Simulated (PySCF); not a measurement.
PySCF single point, HF/STO-3G, density fitting, C-PCM implicit water (electrostatics alone), on ethoxide, C2H5O (SMILES CC[O-]), charge -1, multiplicity 1.

```python
from pyscf import gto, scf, dft
mol = gto.M(atom='''
C     -0.877717    -0.048420    -0.000057
C      0.699979    -0.089804    -0.000066
O      1.300185     1.057948    -0.000601
H     -1.300185    -1.057948    -0.004911
H     -1.229558     0.481389     0.885220
H     -1.228136     0.488824    -0.881329
H      0.957215    -0.770193    -0.905853
H      0.957861    -0.769900     0.905853
''', basis='STO-3G', charge=-1, spin=0, verbose=3)
mf = scf.RHF(mol)
mf = mf.density_fit()
mf = mf.PCM()
mf.with_solvent.method = 'C-PCM'
mf.with_solvent.eps = 78.4
mf.max_cycle = 100
e = mf.kernel()
print('converged', mf.converged)
print('E_total', e)
print('nao', mol.nao)
print('HOMO', mf.mo_energy[mf.mo_occ > 0].max())
mf.dip_moment()
```

The program's output:

```

WARN: PCM is an experimental feature. It is still in testing.
Features and APIs may be changed in the future.

converged SCF energy = -151.402297570981
converged True
E_total -151.4022975709808
nao 20
HOMO -0.07890374858330257

WARN: System has nonzero charge -1; the dipole moment is origin-dependent.
Location of origin: [0. 0. 0.]

Dipole moment(X, Y, Z, Debye): -4.94981, -3.11013,  0.00219
```

The total energy is -4119.87 eV, -3.05 eV from the same level's vacuum run.
